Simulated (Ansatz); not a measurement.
SiS₂ in space group P3_221 (No. 154; Si on 3a, S on 6c), plane-wave PAW r²SCAN (Ansatz code). The conduction-band minimum lies on the Γ–A line, 39 % of the way from Γ, with 2 equivalent valleys. Second derivatives d²E/dk² of the lowest band at one valley (eV·Å²), along Cartesian directions:

```
direction  d²E/dk²
---------  -------
[100]        7.301
[010]        7.301
[001]        27.01
[110]        7.301
[101]        17.16
[011]        17.16
```

Problem. Find the principal effective masses, the density-of-states mass and the conductivity mass.

Solution. Off-diagonal terms follow from H_xy = H[110] − (H_xx + H_yy)/2, and m*/mₑ = 7.620 eV·Å² over each eigenvalue: 0.28, 1.0, 1.0. One valley's DOS mass (m₁m₂m₃)^(1/3) = 0.67, conductivity mass 3/(Σ 1/mᵢ) = 0.55 mₑ.

Problem. What effective density of states Nc follows at 300 K for parabolic valleys?

Solution. Nc = 2.509e19 × 2 × (0.67)^(3/2) ≈ 2.8e19 cm⁻³.

The start of the workflow was typed in or built on a structure type; neither database checked (COD, Materials Project) lists it. COD files the formula under space group No. 72, 122. Its standing as an ambient phase is unchecked. The r²SCAN relaxation kept the symmetry of its start; whether a distortion lowers the energy is not shown. The volume moved by -22 % from the start of the relaxation.

Potentials: the earlier of the program's two PAW sets. The files were generated under PBE; for other functionals the program regenerates the frozen cores, and for LDA and PBEsol the local potential too.

Edges and masses are those of Kohn–Sham bands, whose gap is no quasiparticle gap.
